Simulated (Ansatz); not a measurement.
Nb₂O₅ (space group C2/c)

```yaml
crystal:
  lattice:
    - [6.39352, -2.44326, 0.00000]
    - [6.39352, 2.44326, 0.00000]
    - [-1.37711, 0.00000, 5.37817]
  atoms:
    - { symbol: Nb, position: [0.61795, 0.10078, 0.24543] }
    - { symbol: Nb, position: [0.38205, 0.89922, 0.75457] }
    - { symbol: Nb, position: [0.89922, 0.38205, 0.25457] }
    - { symbol: Nb, position: [0.10078, 0.61795, 0.74543] }
    - { symbol: O, position: [0.27600, 0.13526, 0.12799] }
    - { symbol: O, position: [0.72400, 0.86474, 0.87201] }
    - { symbol: O, position: [0.86474, 0.72400, 0.37201] }
    - { symbol: O, position: [0.13526, 0.27600, 0.62799] }
    - { symbol: O, position: [0.10577, 0.89423, 0.75000] }
    - { symbol: O, position: [0.89423, 0.10577, 0.25000] }
    - { symbol: O, position: [0.66271, 0.55871, 0.97660] }
    - { symbol: O, position: [0.33729, 0.44129, 0.02340] }
    - { symbol: O, position: [0.44129, 0.33729, 0.52340] }
    - { symbol: O, position: [0.55871, 0.66271, 0.47660] }
```

This relaxed cell (volume V₀) is scaled evenly in all directions, its shape held. The atoms relax within the cell's symmetry.

All values below come from PBEsol (plane waves to 420 eV, PAW, scalar-relativistic; Ansatz, a first-principles code). k mesh 6×6×5 (Γ-centred), Fermi-Dirac smearing 0.05 eV. Energies are smeared free energies. Compression counts positive. With the shape held, the modulus is that of even scaling; a crystal free to change shape is softer. Nb2O5 is run without spin polarisation. Nb2O5 was relaxed with its symmetry unable to fall. The zero of ΔE is the relaxed starting cell.

| V (Å³/atom) | ΔE (meV/atom) |
|---|---|
| 10.802 | 55.2 |
| 11.102 | 29.7 |
| 11.402 | 12.7 |
| 11.702 | withheld |
| 12.002 | 0.0 |
| 12.302 | 2.9 |
| 12.602 | 11.2 |
| 12.902 | 24.5 |
| 13.202 | 42.3 |

Q: Fit a third-order Birch-Murnaghan form (E₀, V₀, B₀, B₀′ free) to the given rows and predict ΔE at V = 11.702.

A: Least squares on the 8 given rows: ΔE = E₀ + (9V₀B₀/16)·y²·[2 + (B₀′ − 4)y], y = (V₀/V)^(2/3) − 1, with V₀ = 11.999 Å³/atom, B₀ = 128.5 GPa (160.2 GPa = 1 eV/Å³; the term in eV is multiplied by 1000), B₀′ = 3.14, E₀ = -0.09 meV/atom; root-mean-square residual 0.06 meV/atom. At 11.702 the fit gives 3.0 meV/atom; the calculation gives 3.1 meV/atom, so the interpolation is off by -0.1 (-3.2 %). For the pressure the fit gives 3.3 GPa against the computed 3.3 GPa.

(A scan under strain: stresses follow from slopes of the energy per volume, elastic moduli from its curvatures.)
